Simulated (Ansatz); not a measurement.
FeSi (FeSi type, space group P2_13)

```xyz
8
Lattice="4.4313 0.0000 0.0000 0.0000 4.4313 0.0000 0.0000 0.0000 4.4313" Properties=species:S:1:pos:R:3 pbc="T T T"
Fe     0.6163     0.6163     0.6163
Fe     2.8320     1.5993     3.8150
Fe     3.8150     2.8320     1.5993
Fe     1.5993     3.8150     2.8320
Si     3.7441     3.7441     3.7441
Si     1.5285     2.9028     0.6872
Si     0.6872     1.5285     2.9028
Si     2.9028     0.6872     1.5285
```

The slice is a {210} plane (indices of the conventional cell) through the point (0.861, 0.639, 0.361) (fractional), spanned by u = [100] and v = [021] in vectors of this cell: u (4.43 Å) and v (9.91 Å, at 90° to u). It covers one period; positions are fractions (u, v).

These are r2SCAN (plane waves to 500 eV, PAW, scalar-relativistic; Ansatz, a quantum-chemistry and plane-wave program) values and carry that method's errors. k mesh 11×11×11. Near the nuclei the fields are pseudised (PAW); where an atom keeps semicore shells as valence, they peak there. FeSi was relaxed with its symmetry unable to fall. Relaxed FeSi ends ferromagnetic. The magnetic order is the one the run started from; other orders were not tried.

Question: Predict the map of the spin density, up minus down on the slice.

Answer: 
| v \ u | 0.00 | 0.14 | 0.29 | 0.43 | 0.57 | 0.71 | 0.86 |
|---|---|---|---|---|---|---|---|
| 0.94 | 0.31 | 0.07 | -0.01 | -0.02 | -0.01 | 0.00 | 0.07 |
| 0.84 | -0.02 | 0.00 | 0.06 | 0.00 | -0.02 | -0.02 | -0.02 |
| 0.75 | -0.01 | 0.41 | 2.89 | 0.24 | -0.01 | -0.01 | -0.01 |
| 0.66 | -0.02 | -0.01 | 0.03 | 0.00 | -0.01 | -0.01 | -0.01 |
| 0.56 | -0.02 | -0.01 | -0.01 | -0.01 | -0.01 | -0.01 | -0.02 |
| 0.47 | 0.00 | -0.01 | 0.00 | -0.01 | -0.01 | 0.02 | 0.03 |
| 0.38 | 0.01 | -0.02 | -0.01 | -0.02 | 0.02 | 0.24 | 0.31 |
| 0.28 | 0.00 | -0.01 | -0.01 | -0.02 | -0.01 | 0.00 | 0.00 |
| 0.19 | -0.01 | -0.01 | 0.00 | 0.09 | 0.03 | -0.01 | -0.01 |
| 0.09 | 0.05 | 0.00 | -0.01 | 0.04 | 0.08 | -0.01 | 0.01 |
| 0.00 | 3.28 | 0.36 | -0.01 | -0.01 | -0.02 | -0.01 | 0.35 |

Values: spin density, up minus down in e/Å³.
